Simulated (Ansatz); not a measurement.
A 3-atom cell of SnSe2 started from a crystallographic database, relaxed with r2SCAN+rVV10, was run in the plane-wave code Ansatz under altered settings. All numbers are computed, without spin polarisation but where a row says otherwise.

```
CELL_PARAMETERS angstrom
3.82516 0.00000 0.00000
-1.91258 3.31269 0.00000
0.00000 0.00000 6.22706
ATOMIC_POSITIONS crystal
Sn 0.00000 0.00000 0.00000
Se 0.33333 0.66667 0.25308
Se 0.66667 0.33333 0.74692
```

The base run's other keys:
```yaml
kpoints:
  mp_grid: { grid: [6, 6, 4] }
hamiltonian:
  xc: pbe
scf:
  occupations: { method: fixed }
  n_extra_bands: 4
```

It takes 6 iterations with 1545 plane waves at 420 eV and 24 k points, and leaves a mean stress of +2.93 GPa. The gap over this mesh is 0.788 eV. It ran on 4 threads of Arm Neoverse N1 (shared host).

Outcomes, with energy and stress as changes against the base:
```
                                               setting        outcome  ΔF (meV/atom)  Δ mean stress (GPa)  gap on the mesh (eV)  iterations  wall time
                                   scf.mixing.ndim: 30      converged            0.0                 0.00                 0.788           7      1.5 s
                                     basis.ecutwfc: 40  not converged              –                    –                     –          11     0.42 s
                     scf.mixing.preconditioner: kerker      converged            0.0                 0.00                 0.788           8      1.6 s
                                       scf.n_bands: 12        refused              –                    –                     –           –     0.01 s
                       kpoints.mp_grid.grid: [3, 3, 3]      converged           +133                +1.25                 1.053           7      0.7 s
                                  scf.mixing.beta: 5.0        refused              –                    –                     –           –     0.01 s
                                  scf.n_extra_bands: 0      converged            0.0                 0.00                 0.788           6      1.3 s
                       kpoints.mp_grid.grid: [1, 1, 1]      converged          +4852               +32.82                 0.829           9     0.51 s
                                scf.mixing.beta: 0.005      converged            0.0                 0.00                 0.788          10      1.8 s
                               scf.n_extra_bands: 5000        refused              –                    –                     –           –     0.05 s
hamiltonian.pseudopotentials: nc (cutoff then 1170 eV)      converged              –                +0.01                 0.787           8      6.3 s
                                hamiltonian.xc: pbesol      converged              –                -2.89                 0.724           6      1.5 s
                                  hamiltonian.xc: scan        refused              –                    –                     –           –     0.01 s
```
A dash marks a value that wasn't obtained or can't be compared. Stress is positive in compression. The base took 1.4 s.

- basis.ecutwfc: 40. The loop closes, but the program refuses the state that it reached. Error: refused after 11 iterations: one_centre_occupation = 2.07e0 (threshold 2.00e0); read on the Sn atom at site 0 (counted from 0), in its partial waves of l = 1. The loop had accepted its state. The figure is how many electrons the atom's PAW partial-wave expansion lays in one spin orbital inside its sphere. […]
- scf.n_bands: 12. The program doesn't start. Error: YAML parse error: line 17 column 3: unknown field `n_bands`, expected one of max_iter, algorithm, n_extra_bands, self_checks, convergence, lower_state_search, omitted_lower_state_checks, lower_solution_reach, mixing, occupations, eigensolver, initial_density, exx
- kpoints.mp_grid.grid: [3, 3, 3]. The free energy moves by +133 meV an atom, the mean stress by +1.25 GPa and the gap on the mesh by +0.264 eV (to 1.053). The gap changes mostly because other points are sampled; a mesh that misses a band edge overestimates it. The mesh is too coarse.
- scf.mixing.beta: 5.0. It is rejected at once. Error: invalid value for `scf.mixing.beta`: must be finite and in (0, 1]; got 5
- kpoints.mp_grid.grid: [1, 1, 1]. The free energy moves by +4852 meV an atom, the mean stress by +32.82 GPa and the gap on the mesh by +0.041 eV (to 0.829). The mesh is too coarse.
- scf.n_extra_bands: 5000. It is rejected at once. Error: inconsistent input (scf.n_extra_bands, basis.ecutwfc, kpoints): n_bands = 5023 exceeds the smallest per-k basis n_pw = 1524 (k-point 13, counted from 0 among those solved) — raise basis.ecutwfc or lower scf.n_extra_bands
- hamiltonian.xc: pbesol. The mean stress moves by -2.89 GPa and the gap on the mesh by -0.065 eV (to 0.724). It's another functional on the same cell, so totals aren't comparable.
- hamiltonian.xc: scan. The input is refused before any iteration. Error: YAML parse error: line 13 column 7: hamiltonian.xc: unknown variant `scan`, expected one of […]

Within 1 meV an atom, 0.1 GPa and 0.005 eV of the base stay: scf.mixing.ndim: 30; scf.mixing.preconditioner: kerker; scf.n_extra_bands: 0; scf.mixing.beta: 0.005.

No spin-orbit coupling is included; it can move band edges with weight on the heavy atoms by tenths of an eV.
